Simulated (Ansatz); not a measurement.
## HfMo2 (Fd-3m): electronic heat capacity and spin susceptibility from the density of states

The calculation used DFT PBEsol, scalar-relativistic, plane waves, PAW in Ansatz 0.2.0.

Settings: cutoff 420 eV, Γ-centred mesh 8×8×8 on the computed 6-atom cell, Gaussian smearing of 0.10 eV; no spin polarisation.

Relaxed cell: Fd-3m, a = 7.492 Å, b = 7.492 Å, c = 7.492 Å, α = 90.00°, β = 90.00°, γ = 90.00°, 6 atoms in the primitive cell. Whether it is the stable form of this composition wasn't checked.

The density of states at the Fermi level is 3.049 states/eV in the cell of 6 atoms (2 formula units; both spins, tetrahedra on a 12×12×12 mesh).

Task: What Sommerfeld coefficient and Pauli susceptibility does this give?

Result: Per formula unit N(E_F) = 1.524 states/eV. γ = (π²/3) k_B² N(E_F) N_A = 2.357 mJ/(mol K²) per state/eV, so γ = 3.6 mJ/(mol K²), a mole of formula units. χ_P = μ_B² N(E_F) N_A = 3.23×10⁻⁵ emu/mol per state/eV gives 4.9×10⁻⁵ emu/mol. This is the bare band result: a measured γ of the same phase is as a rule larger by a factor 1 + λ from phonons and spin fluctuations, the spin part of χ is larger by the Stoner factor, and a measured χ also holds orbital and core terms. N(E_F) at one energy is sensitive to the mesh where the density of states has sharp peaks.

Spin-orbit coupling is left out, which matters for the bands of heavy elements.

Cost: 1 run of about 1.2 core-minutes, on Arm Neoverse V2 (shared hosts).